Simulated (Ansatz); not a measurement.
Relaxed-ion elastic tensor of Si3N4 in space group Fd-3m (No. 227; Si on 16c, Si on 8b, N on 32e) in GPa (Voigt order), r²SCAN in the plane-wave PAW code Ansatz; density 4.03 g/cm³, 8.25 Å³ per atom.

|  | 1 | 2 | 3 | 4 | 5 | 6 |
|---|---|---|---|---|---|---|
| 1 | 565 | 200 | 200 | 0.0 | 0.0 | 0.0 |
| 2 | 200 | 565 | 200 | 0.0 | 0.0 | 0.0 |
| 3 | 200 | 200 | 565 | 0.0 | 0.0 | 0.0 |
| 4 | 0.0 | 0.0 | 0.0 | 359 | 0.0 | 0.0 |
| 5 | 0.0 | 0.0 | 0.0 | 0.0 | 359 | 0.0 |
| 6 | 0.0 | 0.0 | 0.0 | 0.0 | 0.0 | 359 |

Q: Is the crystal mechanically stable?

A: Yes: the smallest eigenvalue of C is 359 GPa.

Q: Work out the Voigt, Reuss and Hill averages.

A: K_V = 322, K_R = 322, K_H = 322; G_V = 289, G_R = 259, G_H = 274 GPa.

Q: Give Young's modulus, Poisson's ratio, Pugh's ratio and the universal anisotropy index.

A: E = 9KG/(3K + G) = 640 GPa; ν = 0.17; K/G = 1.18 (brittle by the Pugh limit of 1.75); A_U = 5G_V/G_R + K_V/K_R − 6 = 0.57.

Q: Estimate the sound speeds and the Debye temperature.

A: v_l = √((K + 4G/3)/ρ) = 13000 m/s, v_t = √(G/ρ) = 8240 m/s, mean 9060 m/s; Θ = (h/k)(3n/4πV)^(1/3) v_m = 1340 K.

Q: Give the Zener ratio and Young's modulus along [100], [110] and [111].

A: A = 2C44/(C11 − C12) = 1.97; 1/E = S11 − 2(S11 − S12 − S44/2)Γ with Γ = 0, 1/4, 1/3 gives 461, 668, 786 GPa.

Q: Solve the Christoffel equation for the three sound speeds along [100], [110], [111].

A: Eigenvalues of C_ijkl n_j n_l equal ρv². In km/s, slowest first: [100] 9.44, 9.44, 11.84; [110] 6.73, 9.44, 13.56; [111] 7.74, 7.74, 14.09.

Symmetry was held in the r²SCAN relaxation; of distortions, only those at the zone centre were tested.

Potentials: the earlier of the program's two PAW sets.
